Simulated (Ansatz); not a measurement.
Compressing MgTl: a fit and a missing row

MgTl, Pm-3m, a = 3.635 Å. The structure is a COD entry; whether it is the stable form wasn't checked. Ansatz: r2SCAN, PAW, 500 eV, Γ-centred 12×12×12 mesh on 2 atoms, Gaussian smearing 0.10 eV; no spin polarisation. Symmetry fixes shape and atoms, so the cell is only scaled; pressure is positive in compression.

| V (Å³/atom) | P (GPa) |
| --- | --- |
| 21.141 | ? |
| 21.862 | 4.64 |
| 22.583 | 2.84 |
| 23.303 | 1.32 |
| 24.024 | 0.02 |
| 24.745 | -1.05 |
| 25.466 | -1.96 |
| 26.427 | -2.95 |

Take V0 = 24.024 Å³/atom, count pressures from its P0 = 0.02 GPa, fit the third-order Birch–Murnaghan form to the other rows, and predict the missing pressure.

With the Eulerian strain f = ½[(V0/V)^(2/3) − 1] and y = (P − P0)/[3f(1 + 2f)^(5/2)], the form is the line y = B0 + 1.5 B0 (B0′ − 4) f. Rows (f, y): 0.03244, 40.6; 0.02105, 40.3; 0.01026, 40.1; -0.00976, 38.4; -0.01906, 38.2; -0.03079, 37.7. Means f = 0.0006900, y = 39.217; Σ(Δf)² = 0.003004, ΣΔfΔy = 0.1508; the slope is their ratio. y = 39.18 + 50.19 f GPa, so B0 = 39.2 GPa and B0′ = 4 + 2 × (50.19)/(3 × 39.18) = 4.85. At V = 21.141, f = 0.04448, y = 41.41 and P = 6.86 GPa. The run gave 6.80 GPa, so the fit is 0.06 GPa too high, a small miss on the scale of the series.

Spin–orbit coupling is left out, which can shift energies with elements as heavy as these.

Cost: 8 runs of about 2.6 core-minutes in all, on Arm Neoverse N1 (shared hosts).